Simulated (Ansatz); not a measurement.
Ansatz (a first-principles code) input:

Ansatz 0.2 input:
```yaml
crystal:
  lattice:
    - [-3.2910275457, 3.2910275457, 2.985616479]
    - [3.2910275457, -3.2910275457, 2.985616479]
    - [3.2910275457, 3.2910275457, -2.985616479]
  atoms:
    - { symbol: O, position: [0.1352516796, 0.3198783972, 0.8153732824] }
    - { symbol: O, position: [0.6147483204, 0.9301216028, 0.6846267176] }
    - { symbol: O, position: [0.2454948852, 0.9301216028, 0.3153732824] }
    - { symbol: O, position: [0.5045051149, 0.3198783972, 0.1846267176] }
    - { symbol: O, position: [0.6801216028, 0.8647483204, 0.1846267176] }
    - { symbol: O, position: [0.0698783972, 0.7545051149, 0.6846267176] }
    - { symbol: O, position: [0.0698783972, 0.3852516796, 0.3153732824] }
    - { symbol: O, position: [0.6801216028, 0.4954948852, 0.8153732824] }
    - { symbol: Si, position: [0.5, 0.5, 0.0] }
    - { symbol: Si, position: [0.25, 0.75, 0.5] }
    - { symbol: Hf, position: [0.75, 0.25, 0.5] }
    - { symbol: Hf, position: [0.0, 0.0, 0.0] }
kpoints:
  mp_grid: { grid: [6, 6, 6] }
hamiltonian:
  xc: r2scan
  pseudopotentials: { kind: paw }
scf:
  occupations: { method: fixed }
output:
  optics: { e_range: [0.0, 15.0], de: 0.05, sigma: 0.1, bands: { spectra_wanted_up_to: 12 eV } }
```

Output (shortened):

```
output.optics: the spectra are integrated over the Brillouin zone by k·p interpolation around the k-points, where levels, occupations, output.optics.sigma and …
Pseudopotential: O, paw, valence charge 6
Pseudopotential: Si, paw, valence charge 4
Pseudopotential: Hf, paw, valence charge 26
Functional definition: r2SCAN
Crystal: 12 atoms, lattice volume = 129.347 Å³
Basis set: ecut = 500 eV, 3259 PW (Γ), exchange–correlation on 180×180×180 points (64 copies of the dense FFT grid, shifted against one another)
Bands: 66, of which v1, the nominal top of the filled ones, is band 54 counted from 1 (53 counted from 0)
Symmetry: 16 space group operations
Space group: I41/amd (ITA 141), of the structure as read, at distance tolerance 5.1e-5 Å
k-points: 30 of 216
SCF iter   1: F=—  HF=-37313.258762 eV  |F-HF|=—  |Δ(HF+E_count)|=         —  Δρ=9.54e-3  dr2=1.00e-1  dr2_τ=9.75e-1  ethr=1.77e-3  ⟨swp⟩=4.6  Hψ=7188  notcnv=0  defer=288
preconditioner: auto → Resta (q_TF=auto, 2.647 Å⁻¹)
SCF iter   2: F=—  HF=-37313.536145 eV  |F-HF|=—  |Δ(HF+E_count)|=   2.77e-1  Δρ=5.53e-3  dr2=2.84e-2  dr2_τ=3.45e-3  ethr=9.30e-5  ⟨swp⟩=2.1  Hψ=3970  notcnv=0  defer=296
SCF iter   3: F=—  HF=-37313.534822 eV  |F-HF|=—  |Δ(HF+E_count)|=   1.32e-3  Δρ=3.18e-3  dr2=6.42e-3  dr2_τ=1.01e-3  ethr=2.63e-5  ⟨swp⟩=2.0  Hψ=3060  notcnv=0  defer=300
SCF iter   4: F=—  HF=-37313.534830 eV  |F-HF|=—  |Δ(HF+E_count)|=   8.07e-6  Δρ=6.17e-4  dr2=4.75e-4  dr2_τ=1.14e-4  ethr=5.94e-6  ⟨swp⟩=2.0  Hψ=3060  notcnv=0  defer=300
SCF iter   5: F=—  HF=-37313.534811 eV  |F-HF|=—  |Δ(HF+E_count)|=   1.92e-5  Δρ=1.72e-4  dr2=2.18e-5  dr2_τ=3.08e-6  ethr=4.40e-7  ⟨swp⟩=2.0  Hψ=3360  notcnv=0  defer=271
SCF iter   6: F=—  HF=-37313.534810 eV  |F-HF|=—  |Δ(HF+E_count)|=   7.45e-7  Δρ=4.40e-5  dr2=2.12e-6  dr2_τ=2.18e-7  ethr=2.01e-8  ⟨swp⟩=2.0  Hψ=3240  notcnv=0  defer=120
SCF iter   7: F=—  HF=-37313.534952 eV  |F-HF|=—  |Δ(HF+E_count)|=   1.42e-4  Δρ=1.24e-5  dr2=2.16e-7  dr2_τ=1.46e-8  ethr=1.96e-9  ⟨swp⟩=2.0  Hψ=3239  notcnv=0  defer=120
SCF iter   8: F=—  HF=-37313.534952 eV  |F-HF|=—  |Δ(HF+E_count)|=   1.37e-8  Δρ=1.64e-6  dr2=4.12e-9  dr2_τ=3.77e-10  ethr=2.00e-10  ⟨swp⟩=2.0  Hψ=3222  notcnv=0  defer=120
SCF iter  10: F=-37313.534952 eV  HF=-37313.534952 eV  |F-HF|=2.18e-11  |Δ(HF+E_count)|=  2.18e-11  Δρ=6.44e-8  dr2=4.00e-12  dr2_τ=5.60e-13  ethr=1.00e-12  ⟨swp⟩=10.1  Hψ=8321  notcnv=0
SCF 1 converged in 10 iterations: F = -37313.534952 eV  dr2 = 4.00e-12
NSCF: frozen V_eff on 30 k-points
Optics k sum: 0 of 30 k-points
Optics k sum: 2 of 30 k-points
Optics k sum: 3 of 30 k-points
Optics k sum: 5 of 30 k-points
Optics k sum: 6 of 30 k-points
Optics k sum: 8 of 30 k-points
Optics k sum: 9 of 30 k-points
Optics k sum: 11 of 30 k-points
Optics k sum: 12 of 30 k-points
Optics k sum: 14 of 30 k-points
Optics k sum: 15 of 30 k-points
Optics k sum: 17 of 30 k-points
Optics k sum: 18 of 30 k-points
Optics k sum: 20 of 30 k-points
Optics k sum: 21 of 30 k-points
Optics k sum: 23 of 30 k-points
Optics k sum: 24 of 30 k-points
Optics k sum: 26 of 30 k-points
Optics k sum: 27 of 30 k-points
Optics k sum: 29 of 30 k-points
Optics k sum: 30 of 30 k-points
Optics k sum: 0 of 30 k-points
Optics k sum: 2 of 30 k-points
Optics k sum: 3 of 30 k-points
Optics k sum: 5 of 30 k-points
Optics k sum: 6 of 30 k-points
Optics k sum: 8 of 30 k-points
Optics k sum: 9 of 30 k-points
Optics k sum: 11 of 30 k-points
Optics k sum: 12 of 30 k-points
Optics k sum: 14 of 30 k-points
Optics k sum: 15 of 30 k-points
Optics k sum: 17 of 30 k-points
Optics k sum: 18 of 30 k-points
Optics k sum: 20 of 30 k-points
Optics k sum: 21 of 30 k-points
Optics k sum: 23 of 30 k-points
Optics k sum: 24 of 30 k-points
Optics k sum: 26 of 30 k-points
Optics k sum: 27 of 30 k-points
Optics k sum: 29 of 30 k-points
Optics k sum: 30 of 30 k-points
NSCF: frozen V_eff on 1 k-points
NSCF: frozen V_eff on 1 k-points
output.optics: what the bands over the 92 summed would add to eps1, eps2 and the energy-loss function is held between a lower and an upper bound (9 Lanczos …
SCF converged after 10 iterations
Free energy (F): -37313.534952 eV
Harris-Foulkes:  -37313.534952 eV  (|F-HF|=2.18e-11)
Internal energy: -37313.534952 eV  (E = F + TS)
E sigma→0 (E₀):  -37313.534952 eV
Fermi energy:    9.592182 eV
--- Per-component energies (eV) ---
  E_band       = -294.873136
  E_kinetic    = 2357.998046
  E_local      = -15963.670443  (includes V_loc(G=0)·N_el)
  E_nonlocal   = -2068.161946
  E_hartree    = 7143.804969
  E_xc         = -1262.922429
  E_vxc        = -1540.352958  (∫ρ·V_xc dr)
  E_paw        = -16225.313954  (= ΣΔE_a)
  E_vpaw       = 2543.802395  (= ΣTr[D̂ρ^β])
  E_aug_tail   = 0.008387  (compensation charges beyond the density's cutoff)
  E_vtau       = 87.893318  (kinetic-family band-sum trace: ∫τ·v_τ [+ j·A + Jᵃ·Aᵃ] dr)
  E_ewald      = -11295.512231
  E_core_change = 0.234650  (= ΣΔE_core)
  E_smearing   =  0.000000  (= −TS)
  E_closure    =  0.000000  (closes the sum)
  Σ components = -37313.534952   (vs F -37313.534952, Δ=0.00e0)
  [band-id]    e_kinetic+e_local+e_nonlocal+2·e_hartree+e_vxc+e_vpaw+e_augmentation_tail+e_vtau = -294.873263   (vs E_band -294.873136, Δ=-1.27e-4)
--- Band table (eV; the first three rows and the last of 30) ---
  k-point 0: bands = ["-52.3521", "-52.3434", "-20.4811", "-20.4811", "-20.4145", "-20.3951", "-20.2936", "-20.2936", "-10.5574", "-9.5292", "-8.7444", "-8.6212", "-8.1600", "-8.1600", "-8.0898", "-8.0898", "-0.7274", "-0.7233", "-0.7197", "-0.7197", …
  k-point 1: bands = ["-52.3515", "-52.3439", "-20.4899", "-20.4696", "-20.4125", "-20.3918", "-20.3074", "-20.2900", "-10.4586", "-9.5413", "-8.7045", "-8.5983", "-8.2144", "-8.1937", "-8.1824", "-8.1318", "-0.7298", "-0.7239", "-0.7216", "-0.7164", …
  k-point 2: bands = ["-52.3499", "-52.3455", "-20.4935", "-20.4475", "-20.4375", "-20.3504", "-20.3440", "-20.2928", "-10.1936", "-9.6247", "-8.5981", "-8.5364", "-8.3599", "-8.3368", "-8.2779", "-8.2418", "-0.7313", "-0.7306", "-0.7198", "-0.7175", …
  k-point 29: bands = ["-52.3477", "-52.3477", "-20.4945", "-20.4945", "-20.4061", "-20.4061", "-20.2822", "-20.2822", "-9.9885", "-9.9885", "-8.7737", "-8.7737", "-8.1977", "-8.1977", "-8.0660", "-8.0660", "-0.7244", "-0.7244", "-0.7203", "-0.7203", …
```

Cost: roughly 7 core-minutes on shared cores.

Space group I4_1/amd. The cell was relaxed with r²SCAN under the symmetry of its start. No spin polarisation was allowed. Spin–orbit coupling is left out wherever it is not named.

Potentials: the later of the program's two PAW sets.

Ansatz is a plane-wave DFT program.
